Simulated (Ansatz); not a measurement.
Stability checks on a candidate for WI6

The cell was found from a structure generator's guess, not taken from experiment.

These are results of Ansatz, DFT PBE, scalar-relativistic, plane waves, PAW, not measurements. Settings of the last relaxation (7-atom cell): 420 eV, 6×6×6 k points, Gaussian smearing of 0.01 eV, no spin polarisation.

```
CELL_PARAMETERS angstrom
0.00000 5.78444 5.78444
5.78444 0.00000 5.78444
5.78444 5.78444 0.00000
ATOMIC_POSITIONS crystal
W 0.00000 0.00000 0.00000
I 0.76565 0.23435 0.23435
I 0.23435 0.76565 0.76565
I 0.23435 0.76565 0.23435
I 0.76565 0.23435 0.76565
I 0.23435 0.23435 0.76565
I 0.76565 0.76565 0.23435
```

Formation energies are uncorrected and refer to the elements' standard structures at the same level.

Problem. These tests were run: energy against the elements; phonons at Γ; elastic tensor. What do they show?

Solution.

| test | result |
| --- | --- |
| energy against the elements | −0.012 eV/atom |
| phonons at Γ | imaginary modes down to 15i cm⁻¹ |
| elastic tensor | least eigenvalue 0 GPa |

It fails one test: phonons at Γ. So it isn't even a local minimum. Undecided within the accuracy: energy against the elements.

Weakly bound directions are ill-defined at this level, which has no dispersion term. These runs have no spin–orbit coupling, which can matter for I and W. The reference form of I is held partly by dispersion forces, which this level lacks. The run for the phonons used a 6×6×6 k mesh. The run for the elastic tensor used a 6×6×6 k mesh.
